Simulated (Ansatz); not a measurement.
Ansatz (a program for electronic structure) input:

Ansatz 0.2 input:
```yaml
crystal:
  lattice:
    - [0.0, 2.9204435402, 2.9204435402]
    - [2.9204435402, 0.0, 2.9204435402]
    - [2.9204435402, 2.9204435402, 0.0]
  atoms:
    - { symbol: Ag, position: [0.5, 0.5, 0.5] }
    - { symbol: Br, position: [0.0, 0.0, 0.0] }
kpoints:
  mp_grid: { grid: [8, 8, 8] }
basis: { xc_grid: 2, fft_grid_basis: typed }
hamiltonian:
  xc: pbe
  pseudopotentials: { kind: paw }
scf:
  occupations: { method: fixed }
checkpoint: { read: static.run }
output: { write_density: true, elf: true, volumetric_format: npy }
```

Output (shortened):

```
Pseudopotential: Ag, paw, valence charge 19
Pseudopotential: Br, paw, valence charge 7
Functional definition: PBE
Crystal: 2 atoms, lattice volume = 49.817 Å³
Basis set: ecut = 420 eV, 941 PW (Γ), exchange–correlation on 60×60×60 points (8 copies of the dense FFT grid, shifted against one another)
Bands: 17, of which v1, the nominal top of the filled ones, is band 13 counted from 1 (12 counted from 0)
Symmetry: 48 space group operations
Space group: Fm-3m (ITA 225), of the structure as read, at distance tolerance 3.7e-5 Å
k-points: 29 of 512
Stability of the state it starts from, as read at its close in the unpolarized treatment …
iter 1 solved again at ethr=2.54e-8 eV; its pass at ethr=3.10e-3 eV (dr2=6.61e-6 eV) is discarded
SCF iter   1: F=—  HF=-10374.366238 eV  |F-HF|=—  |Δ(HF+E_count)|=         —  Δρ=3.28e-7  dr2=5.31e-11  ethr=2.54e-8  ⟨swp⟩=4.1  Hψ=3794  notcnv=0  defer=58
preconditioner: auto → none
SCF iter   2: F=-10374.366238 eV  HF=-10374.366238 eV  |F-HF|=2.91e-11  |Δ(HF+E_count)|=   2.96e-9  Δρ=2.24e-7  dr2=3.60e-11  ethr=1.00e-12  ⟨swp⟩=8.1  Hψ=2349  notcnv=0
SCF 1 converged in 2 iterations: F = -10374.366238 eV  dr2 = 3.60e-11
SCF converged after 2 iterations
Free energy (F): -10374.366238 eV
Harris-Foulkes:  -10374.366238 eV  (|F-HF|=2.91e-11)
Internal energy: -10374.366238 eV  (E = F + TS)
E sigma→0 (E₀):  -10374.366238 eV
Fermi energy:    7.352439 eV
--- Per-component energies (eV) ---
  E_band       = -378.531256
  E_kinetic    = 660.786857
  E_local      = -3401.362225  (includes V_loc(G=0)·N_el)
  E_nonlocal   = 153.923309
  E_hartree    = 1485.915620
  E_xc         = -447.009723
  E_vxc        = -335.318363  (∫ρ·V_xc dr)
  E_paw        = -6152.166240  (= ΣΔE_a)
  E_vpaw       = -428.392074  (= ΣTr[D̂ρ^β])
  E_aug_tail   = 0.000310  (compensation charges beyond the density's cutoff)
  E_ewald      = -2674.454146
  E_smearing   =  0.000000  (= −TS)
  E_closure    =  0.000000  (closes the sum)
  Σ components = -10374.366238   (vs F -10374.366238, Δ=0.00e0)
  [band-id]    e_kinetic+e_local+e_nonlocal+2·e_hartree+e_vxc+e_vpaw+e_augmentation_tail = -378.530946   (vs E_band -378.531256, Δ=3.11e-4)
--- Band table (eV; the first three rows and the last of 29) ---
  k-point 0: bands = ["-82.5725", "-46.1030", "-46.1030", "-46.1030", "-7.4035", "4.7652", "4.7652", "4.7661", "4.7661", "4.7661", "5.6026", "5.6026", "5.6026", "8.0407", "17.2895", "17.2895", "17.2895"]
  k-point 1: bands = ["-82.5725", "-46.1032", "-46.1030", "-46.1030", "-7.3511", "4.4044", "4.4044", "4.4560", "4.8038", "4.8038", "5.2538", "6.0243", "6.0243", "8.8505", "15.9678", "16.8912", "16.8912"]
  k-point 2: bands = ["-82.5725", "-46.1036", "-46.1031", "-46.1031", "-7.2195", "3.5332", "3.9294", "3.9294", "4.8970", "4.8970", "5.2093", "6.6575", "6.6575", "10.1762", "14.5099", "15.6037", "15.6037"]
  k-point 28: bands = ["-82.5725", "-46.1038", "-46.1038", "-46.1035", "-6.9648", "3.4768", "3.7458", "3.7458", "5.1216", "5.1262", "5.2325", "5.2325", "5.9622", "11.0671", "14.4857", "15.0184", "15.0184"]
```

Cost: around 2.0 core-seconds (rough) on shared cores.

The cell was relaxed with PBE under the symmetry of its start; phonons on a q-mesh show no instability. The run is not spin-polarised. Spin–orbit coupling is left out wherever it is not named.

Potentials: the later of the program's two PAW sets.

Ansatz is a plane-wave DFT program.
